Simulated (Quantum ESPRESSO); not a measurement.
Nb4PdRhAlIr, different elements on one site, starting from this cell

Simulated, not a measurement. The program is pw.x of Quantum ESPRESSO 7.5 (plane-wave density functional theory). The cell is made up: eight metal atoms on a face-centred cubic lattice, with elements, volume, strain and displacements drawn at random and not relaxed, so it may be unstable or far from any real phase. PseudoDojo standard norm-conserving files set the functional (PBE unless stated); there is no spin polarisation or spin-orbit coupling, the Fermi-Dirac width of 0.25 eV means electrons at about 2900 K, and the masses in the input are unused placeholders. The tin pseudopotential is less sure than most, with forces differing by about three percent from a second method on plain tin. Heavy elements are run without spin-orbit coupling, which real alloys of them have. A spin test at this wide smearing found no moment, but such smearing suppresses magnetism that the real alloy may have.

The runs put different elements on site 8. Cell, positions, cutoff, mesh and smearing stay as in the input of run 1; sites are counted in its order. Stress in the tables is positive in tension.

Input of run 1:

```
&control calculation='scf', pseudo_dir='./dojo.nc.sr.pbe.v0_5.standard.upf', outdir='./o', disk_io='minimal', tprnfor=.true., tstress=.true. /
&system ibrav=0, nat=8, ntyp=5, nbnd=71, ecutwfc=87.97787729, nosym=.true., tot_charge=0,
 occupations='smearing', smearing='fd', degauss=0.0183746611
/
&electrons conv_thr=1.470e-08, electron_maxstep=70, mixing_beta=0.5 /
ATOMIC_SPECIES
Al 1.0 Al.upf
Ir 1.0 Ir.upf
Nb 1.0 Nb.upf
Pd 1.0 Pd.upf
Rh 1.0 Rh.upf
CELL_PARAMETERS angstrom
-2.0089 -4.0178 -2.0089
-4.0178 2.0089 2.0089
0.0 4.0178 -4.0178
ATOMIC_POSITIONS angstrom
Nb 0.0223 0.1089 0.0206
Nb 0.0671 1.8297 -2.0469
Pd -1.9504 1.995 0.0068
Nb -2.0234 3.9375 -1.9854
Rh -1.9654 -0.1694 -1.9731
Nb -1.9836 1.9987 -4.0797
Al -4.0936 -0.0365 -0.1218
Ir -4.0079 2.0786 -2.0403
K_POINTS automatic
5 5 4 1 1 1
```

```
run  elements on sites 1 to 8  -TS (eV)  pressure (GPa)  stress xx (GPa)  stress yy (GPa)  stress zz (GPa)  stress yz (GPa)  stress xz (GPa)  stress xy (GPa)  iterations
  1   Nb Nb Pd Nb Rh Nb Al Ir    -1.563            5.39            -6.92            -3.77            -5.47             0.60            -1.07            -0.61          19
  2   Nb Nb Pd Nb Rh Nb Al Ta    -1.598           13.31           -11.39           -13.82           -14.71             2.54            -1.13            -0.59          18
  3   Nb Nb Pd Nb Rh Nb Al Hf    -1.579           16.77           -13.94           -18.06           -18.31             2.47            -1.62            -1.06          18
  4   Nb Nb Pd Nb Rh Nb Al Sn    -1.447           16.57           -13.28           -17.90           -18.52             1.90            -1.82            -1.30          16
  5   Nb Nb Pd Nb Rh Nb Al Zr    -1.603           17.10           -14.78           -17.95           -18.58             2.96            -1.52            -0.85          18
```

Forces Fx Fy Fz (eV/Å):

| site | run 1 | run 2 | run 3 | run 4 | run 5 |
| --- | --- | --- | --- | --- | --- |
| 1 | -0.13 -1.75 0.38 | -0.26 -1.98 -0.35 | -0.52 -2.06 -0.64 | -0.66 -1.92 -0.55 | -0.60 -2.05 -0.67 |
| 2 | -0.89 1.32 -0.01 | -1.36 1.84 0.74 | -1.48 1.96 0.99 | -1.33 2.37 1.28 | -1.52 1.82 0.90 |
| 3 | -0.63 -0.71 -0.19 | -0.57 -0.79 -0.22 | -0.49 -0.74 -0.08 | -0.20 -0.68 0.17 | -0.45 -0.72 -0.02 |
| 4 | 0.18 0.13 -0.07 | 0.74 0.78 -0.41 | 0.99 0.93 -0.54 | 0.66 0.82 -0.62 | 1.06 0.87 -0.58 |
| 5 | -0.18 0.64 -0.24 | -0.05 0.64 -0.32 | 0.01 0.55 -0.28 | 0.13 0.44 -0.28 | -0.03 0.49 -0.19 |
| 6 | -0.16 -0.25 0.69 | -0.51 0.54 0.08 | -0.61 0.76 -0.03 | -0.36 0.47 0.18 | -0.64 0.78 -0.07 |
| 7 | 1.73 1.23 -0.08 | 1.61 0.74 0.24 | 1.56 0.74 0.26 | 1.57 1.06 0.01 | 1.56 0.76 0.23 |
| 8 | 0.09 -0.61 -0.49 | 0.41 -1.76 0.23 | 0.54 -2.13 0.33 | 0.19 -2.56 -0.17 | 0.61 -1.95 0.42 |

Energies are left out, as each element's file has its own zero. A rerun of one cell of this series at a higher cutoff and on a denser mesh moved values by no more than 0.005 eV in energy, 0.06 GPa in stress and 0.010 eV/Å in force, and a second program with other atomic files agreed on that cell to 2 % rms in force and 0.5 GPa in pressure.